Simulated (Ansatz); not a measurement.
Relaxed-ion elastic tensor of ZnS (zinc blende, F-43m) in GPa (Voigt order), LDA (plane waves, PAW; program Ansatz); density 4.36 g/cm³, 18.58 Å³ per atom.

```
 117  71.4  71.4   0.0   0.0   0.0
71.4   117  71.4   0.0   0.0   0.0
71.4  71.4   117   0.0   0.0   0.0
 0.0   0.0   0.0  52.1   0.0   0.0
 0.0   0.0   0.0   0.0  52.1   0.0
 0.0   0.0   0.0   0.0   0.0  52.1
```

Is the crystal mechanically stable?

Yes: the smallest eigenvalue of C is 45.3 GPa.

Work out the Voigt, Reuss and Hill averages.

K_V = 86.5, K_R = 86.5, K_H = 86.5; G_V = 40.3, G_R = 34.3, G_H = 37.3 GPa.

Give Young's modulus, Poisson's ratio, Pugh's ratio and the universal anisotropy index.

E = 9KG/(3K + G) = 97.9 GPa; ν = 0.31; K/G = 2.32 (ductile by the Pugh limit of 1.75); A_U = 5G_V/G_R + K_V/K_R − 6 = 0.88.

Estimate the sound speeds and the Debye temperature.

v_l = √((K + 4G/3)/ρ) = 5590 m/s, v_t = √(G/ρ) = 2930 m/s, mean 3270 m/s; Θ = (h/k)(3n/4πV)^(1/3) v_m = 368 K.

Give the Zener ratio and Young's modulus along [100], [110] and [111].

A = 2C44/(C11 − C12) = 2.30; 1/E = S11 − 2(S11 − S12 − S44/2)Γ with Γ = 0, 1/4, 1/3 gives 62.6, 102, 130 GPa.

The LDA relaxation kept the symmetry of its start; phonons on a q-mesh show no instability.

Potentials: the later of the program's two PAW sets.
